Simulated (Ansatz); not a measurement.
Ansatz (an electronic-structure program) input:

Ansatz 0.2 input:
```yaml
crystal:
  lattice:
    - [-2.8673126531, 3.6948219239, 2.9915109391]
    - [2.8673126531, -3.6948219239, 2.9915109391]
    - [2.8673126531, 3.6948219239, -2.9915109391]
  atoms:
    - { symbol: Bi, position: [0.8638623976, 0.1138623976, 0.75], spin: 0.0 }
    - { symbol: Fe, position: [0.0453210647, 0.5453210647, 0.5], spin: 3.58 }
    - { symbol: O, position: [0.2270455775, 0.4770455775, 0.75], spin: 0.0 }
    - { symbol: O, position: [0.7300969801, 0.4605492508, 0.7304522707], spin: -0.16 }
    - { symbol: O, position: [0.7300969801, 0.9996447094, 0.2695477293], spin: -0.16 }
    - { symbol: Bi, position: [0.3638623976, 0.1138623976, 0.25], spin: 0.0 }
    - { symbol: Fe, position: [0.5453210647, 0.5453210647, 0.0], spin: -3.58 }
    - { symbol: O, position: [0.7270455775, 0.4770455775, 0.25], spin: 0.0 }
    - { symbol: O, position: [0.2300969801, 0.4605492508, 0.2304522707], spin: 0.16 }
    - { symbol: O, position: [0.2300969801, 0.9996447094, 0.7695477293], spin: 0.16 }
kpoints:
  mp_grid: { grid: [7, 7, 7] }
hamiltonian:
  xc: pbesol
  pseudopotentials: { azcp: { folder: ./paw }, kind: paw }
magnetization: { spin_polarized: true }
scf:
  occupations: { method: gaussian, width: 0.02 }
dielectric: {}
```

Output (shortened):

```
Pseudopotential: Bi, paw, valence charge 15
Pseudopotential: Fe, paw, valence charge 16
Pseudopotential: O, paw, valence charge 6
Functional definition: PBEsol
a single point of the input's cell can leave the moments in the input for a lower state (scf.lower_state_search) …
Crystal: 10 atoms, lattice volume = 126.771 Å³
Basis set: ecut = 420 eV, 2489 PW (Γ), exchange–correlation on 80×80×80 points (8 copies of the dense FFT grid, shifted against one another)
Bands: 64, of which v1, the nominal top of the filled ones, is band 49 counted from 1 (48 counted from 0)
Symmetry: 4 space group operations
Space group: Imm2 (ITA 44), of the structure as read, at distance tolerance 5.0e-5 Å
k-points: 64 of 343 (time reversal used)
Starting moments: Σ|m| = 7.8 μB on 6 of 10 sites
Starting magnetic order: antiferromagnet; a translation exchanges its spin sublattices: spin-degenerate at every k-point
SCF 1 converged in 13 iterations: F = -36748.822051 eV  dr2 = 9.36e-9
a single point of the input's cell can leave the moments in the input for a lower state (scf.lower_state_search) …
Crystal: 10 atoms, lattice volume = 126.771 Å³
k-points: 172 of 343 (irreducible under 1 space group operation, time reversal used)
Stability of the state it starts from, as read at its close in the collinear treatment …
Starting moments: Σ|m| = 7.8 μB on 6 of 10 sites; this step starts from the density that it was given
spin-down is spin-up translated by (0.5, 0, 0.5) …
iter 1 solved again at ethr=7.07e-8 eV; its pass at ethr=3.10e-3 eV (dr2=6.93e-5 eV) is discarded
SCF iter   1: F=—  HF=-36748.822049 eV  |F-HF|=—  |Δ(HF+E_count)|=         —  Δρ=8.48e-7 (↑8.48e-7 ↓8.48e-7)  dr2=2.68e-9  dr2_m=1.08e-11  M=0.000 μB ∫|m|=8.052 μB  β_m=0.65  ethr=7.07e-8  ⟨swp⟩=3.5  Hψ=73554  notcnv=0
preconditioner: auto → Resta (q_TF=auto, 2.614 Å⁻¹)
spin=Collinear: Resta preconditioning applied to the charge; magnetization (m = ρ↑ − ρ↓) channel mixes plain (no charge-response kernel on spin).
SCF iter   2: F=—  HF=-36748.822051 eV  |F-HF|=—  |Δ(HF+E_count)|=   2.23e-6  Δρ=4.39e-7 (↑4.39e-7 ↓4.39e-7)  dr2=7.49e-10  dr2_m=4.66e-12  M=0.000 μB ∫|m|=8.052 μB  β_m=0.42  ethr=2.74e-12  ⟨swp⟩=3.1  Hψ=25617  notcnv=0
SCF iter   3: F=—  HF=-36748.822051 eV  |F-HF|=—  |Δ(HF+E_count)|=  1.31e-10  Δρ=1.54e-7 (↑1.54e-7 ↓1.54e-7)  dr2=1.34e-10  dr2_m=1.11e-12  M=0.000 μB ∫|m|=8.052 μB  β_m=0.55  ethr=1.00e-12  ⟨swp⟩=2.0  Hψ=15010  notcnv=0
SCF iter   4: F=-36748.822051 eV  HF=-36748.822051 eV  |F-HF|=0.00e0  |Δ(HF+E_count)|=  2.91e-11  Δρ=8.52e-8 (↑8.52e-8 ↓8.52e-8)  dr2=4.44e-11  dr2_m=5.60e-13  M=0.000 μB ∫|m|=8.052 μB  ethr=1.00e-12  ⟨swp⟩=1.5  Hψ=24547  notcnv=0
SCF 2 converged in 4 iterations: F = -36748.822051 eV  dr2 = 4.44e-11
NSCF: frozen V_eff on 12 k-points
spin-down is spin-up translated by (0.5, 0, 0.5) …
DFPT response loops at Γ: preconditioner auto → Resta (q_TF=auto, 2.614 Å⁻¹)  ε∞=8.8 (no band partly filled) …
── the response to a field inside a basis, on 8×8×8 k-points: an SCF that follows is theirs, and a resumed run solves both again ──
Crystal: 10 atoms, lattice volume = 126.771 Å³
Bands: 50, of which v1, the nominal top of the filled ones, is band 49 counted from 1 (48 counted from 0)
k-points: 94 of 512 (time reversal used)
spin-down is spin-up translated by (0.5, 0, 0.5) …
SCF iter   1: F=—  HF=-36748.627650 eV  |F-HF|=—  |Δ(HF+E_count)|=         —  Δρ=2.69e-4 (↑2.69e-4 ↓2.69e-4)  dr2=9.00e-5  dr2_m=1.25e-5  M=0.000 μB ∫|m|=8.053 μB  β_m=0.65  ethr=1.00e-1
preconditioner: auto → Resta (q_TF=auto, 2.614 Å⁻¹)
spin=Collinear: Resta preconditioning applied to the charge; magnetization (m = ρ↑ − ρ↓) channel mixes plain (no charge-response kernel on spin).
SCF iter   2: F=—  HF=-36748.627788 eV  |F-HF|=—  |Δ(HF+E_count)|=   1.38e-4  Δρ=1.38e-4 (↑1.38e-4 ↓1.38e-4)  dr2=5.65e-5  dr2_m=2.43e-6  M=0.000 μB ∫|m|=8.051 μB  β_m=0.63  ethr=9.18e-8
SCF iter   3: F=—  HF=-36748.627813 eV  |F-HF|=—  |Δ(HF+E_count)|=   2.50e-5  Δρ=7.44e-5 (↑7.44e-5 ↓7.44e-5)  dr2=1.04e-5  dr2_m=6.18e-7  M=0.000 μB ∫|m|=8.052 μB  β_m=0.64  ethr=5.77e-8
SCF iter   4: F=—  HF=-36748.627825 eV  |F-HF|=—  |Δ(HF+E_count)|=   1.17e-5  Δρ=1.61e-5 (↑1.61e-5 ↓1.61e-5)  dr2=6.54e-7  dr2_m=8.61e-8  M=0.000 μB ∫|m|=8.052 μB  β_m=0.79  ethr=1.07e-8
SCF iter   5: F=—  HF=-36748.627826 eV  |F-HF|=—  |Δ(HF+E_count)|=   1.19e-6  Δρ=1.27e-5 (↑1.27e-5 ↓1.27e-5)  dr2=6.26e-7  dr2_m=4.98e-8  M=0.000 μB ∫|m|=8.052 μB  β_m=0.90  ethr=6.67e-10
SCF iter   6: F=—  HF=-36748.627826 eV  |F-HF|=—  |Δ(HF+E_count)|=   4.37e-7  Δρ=5.03e-6 (↑5.03e-6 ↓5.03e-6)  dr2=7.88e-8  dr2_m=2.63e-9  M=0.000 μB ∫|m|=8.052 μB  β_m=0.90  ethr=6.38e-10
SCF iter   7: F=-36748.627826 eV  HF=-36748.627826 eV  |F-HF|=5.10e-8  |Δ(HF+E_count)|=   4.94e-8  Δρ=4.32e-6 (↑4.32e-6 ↓4.32e-6)  dr2=6.04e-8  dr2_m=4.72e-9  M=0.000 μB ∫|m|=8.052 μB  ethr=8.05e-11
SCF 1 converged in 7 iterations: F = -36748.627826 eV  dr2 = 6.04e-8
DFPT response loops at Γ: preconditioner auto → Resta (q_TF=auto, 2.614 Å⁻¹)  ε∞=8.9 (no band partly filled) …
SCF converged after 4 iterations
Magnetization: 0.0000 μB (49.0000 up, 49.0000 down)
Absolute magnetization: 8.0558 μB (∫|ρ↑−ρ↓|, with the PAW one-centre terms)
Spin contamination: 4.1785 ħ² per cell (⟨S²⟩ above its minimum at these occupations)
Per-site moments (μB) at R_I (Å): [(-2.8942739874770553e-16, 0.8963348258435779), (3.303494507481308, 0.7804642141991689), (-1.9239395521732096e-16, 0.7804642141991689), (-0.11225813639333311, 0.7839160722594923), (-0.11225813639333283, 0.7839160722594924), …
Free energy (F): -36748.822051 eV
Harris-Foulkes:  -36748.822051 eV  (|F-HF|=0.00e0)
Internal energy: -36748.822051 eV  (E = F + TS)
E sigma→0 (E₀):  -36748.822051 eV
Fermi energy:    11.755086 eV
--- Per-component energies (eV) ---
  E_band       = -766.982992
  E_kinetic    = 2152.855803
  E_local      = -10035.552451  (includes V_loc(G=0)·N_el)
  E_nonlocal   = 1726.332895
  E_hartree    = 3976.649404
  E_xc         = -942.431911
  E_vxc        = -1086.081983  (∫ρ·V_xc dr)
  E_paw        = -24651.207010  (= ΣΔE_a)
  E_vpaw       = -1477.839726  (= ΣTr[D̂ρ^β])
  E_aug_tail   = 0.003487  (compensation charges beyond the density's cutoff)
  E_ewald      = -8976.221988
  E_core_change = 0.749720  (= ΣΔE_core)
  E_smearing   =  0.000000  (= −TS)
  E_closure    =  0.000000  (closes the sum)
  Σ components = -36748.822051   (vs F -36748.822051, Δ=0.00e0)
  [band-id]    e_kinetic+e_local+e_nonlocal+2·e_hartree+e_vxc+e_vpaw+e_augmentation_tail = -766.983166   (vs E_band -766.982992, Δ=-1.74e-4)
--- Band table (eV; the first three rows and the last of 344) ---
  k-point 0 ↑: bands = ["-78.2933", "-74.0650", "-44.4765", "-44.4610", "-44.3973", "-40.3842", "-40.2939", "-40.2865", "-11.7620", "-11.7473", "-11.7383", "-11.6510", "-11.6479", "-11.6203", "-11.5875", "-11.5842", "-11.5411", "-11.5289", "-8.4262", …
  k-point 1 ↑: bands = ["-78.2933", "-74.0650", "-44.4765", "-44.4610", "-44.3973", "-40.3842", "-40.2939", "-40.2865", "-11.7602", "-11.7454", "-11.7312", "-11.6492", "-11.6452", "-11.6169", "-11.5916", "-11.5879", "-11.5440", "-11.5353", "-8.3550", …
  k-point 2 ↑: bands = ["-78.2933", "-74.0650", "-44.4765", "-44.4610", "-44.3973", "-40.3842", "-40.2939", "-40.2865", "-11.7554", "-11.7424", "-11.7111", "-11.6436", "-11.6387", "-11.6092", "-11.6048", "-11.5946", "-11.5531", "-11.5507", "-8.1513", …
  k-point 171 ↓: bands = ["-78.2933", "-74.0650", "-44.4765", "-44.4610", "-44.3973", "-40.3842", "-40.2939", "-40.2866", "-11.7471", "-11.7460", "-11.7092", "-11.6429", "-11.6346", "-11.6072", "-11.6053", "-11.6005", "-11.5540", "-11.5517", "-8.0551", …
--- Dielectric response (ions clamped): 3 representative field directions + reference, inside a basis on a mesh of 512 k-points (Σ response iterations 24) ---
  ε∞ (high-frequency dielectric tensor):
       11.982113     0.000000     0.000000
        0.000000    17.201408     0.000000
        0.000000     0.000000     9.097167
  Born effective charges Z* (e; rows j = field, columns β = displacement):
    site 0:
         4.34949    0.00000    0.00000
         0.00000    5.86188    0.00001
         0.00000    0.00000    3.40337
    site 1:
         4.48600    0.00000    0.00000
         0.00000    3.83592    0.00000
         0.00000    0.00000    3.05005
    site 2:
        -1.66163    0.00000    0.00000
         0.00000   -3.28941    0.00000
         0.00000    0.00000   -2.47660
    site 3:
        -3.58693    0.00000    0.52654
         0.00000   -3.20421    0.00000
         0.55333    0.00000   -1.98841
    site 4:
        -3.58693    0.00000   -0.52654
         0.00000   -3.20421    0.00000
        -0.55333    0.00000   -1.98841
    site 5:
         4.34949    0.00000    0.00000
         0.00000    5.86188   -0.00001
         0.00000    0.00000    3.40337
    site 6:
         4.48601    0.00000    0.00000
         0.00000    3.83594    0.00000
         0.00000    0.00000    3.05005
    site 7:
        -1.66163    0.00000    0.00000
         0.00000   -3.28941    0.00000
         0.00000    0.00000   -2.47660
    site 8:
        -3.58693    0.00000    0.52654
         0.00000   -3.20420    0.00000
         0.55333    0.00000   -1.98841
    site 9:
        -3.58693    0.00000   -0.52654
         0.00000   -3.20420    0.00000
        -0.55333    0.00000   -1.98841
  Z* charge neutrality: 1.961e-2 e pre-enforcement
  solved inside a basis spanned on kpoints, on 8×8×8 k-points, its susceptibility summed on 10×12×12: ε∞ is read to err by 8.0e-2, Z* by 2.9e-2 e (field_mesh …
```

Cost: very roughly 80 core-minutes on shared cores.

Space group Amm2. The start of the workflow was typed in or built on a structure type; neither database checked (COD, Materials Project) lists it. It is not the phase usual at ambient conditions (space group No. 161). The cell was relaxed with PBEsol under the symmetry of its start, as lowered by the spin order; its stability against distortions is not shown here. Spin order of the final state: antiferromagnetic, chosen from 5 collinear starts compared on coarse meshes (ties went to the first, and starts can fall back to one state), not a proven ground state. No Hubbard U is applied. Point labels and valley counts follow the cell and symmetry of the run, lower than the named group. Scalar-relativistic: spin–orbit coupling is off unless named, which matters more the heavier the elements.

Potentials: the earlier of the program's two PAW sets. The files were generated under PBE; for other functionals the program regenerates the frozen cores, and for LDA and PBEsol the local potential too.

Ansatz is a plane-wave DFT program.
